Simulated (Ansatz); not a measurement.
Values for one crystal, relaxed and computed with LDA in the plane-wave PAW code Ansatz; other levels are named.

| Property | Result |
|---|---|
| Volume per atom | 23.75 Å³ |
| Electronic character | metallic (no gap) |
| Bulk modulus (Birch–Murnaghan fit) | 62.7 GPa |
| Highest zone-centre frequency | 173 cm^-1 |
| Density of states at the Fermi level | 0.43 states/eV per atom (mean over ±0.08 eV) |
| Pressure derivative B′ | 9.6 |
| Formation energy from the elements (no fitted shifts) | -0.42 eV/atom |

Which compound is it?
A) PtSe2, R3m (Pt on 3a, Se on 3a, Se on 3a)
B) SnTe2, R-3m (Sn on 3a, Te on 6c)
C) Be4H, P-3m1 (Be on 2d, Be on 2d, H on 1b)
D) Te2Pt, P-3m1 (Te on 2d, Pt on 1a)

D, Te2Pt, P-3m1 (Te on 2d, Pt on 1a)

The LDA relaxation kept the symmetry of its start. The run is not spin-polarised. A crystal of weakly bound layers computed without a dispersion correction: the cell and the soft elastic constants depend strongly on that. As this level gives no gap, phonon frequencies hold no LO–TO term and depend on the k-mesh and smearing (Fermi–Dirac, 0.1 eV here). The references are the lowest solids computed at this level, not always the standard phases. Spin–orbit coupling is left out wherever it is not named.

Potentials: the earlier of the program's two PAW sets. The files were generated under PBE; for other functionals the program regenerates the frozen cores, and for LDA and PBEsol the local potential too.
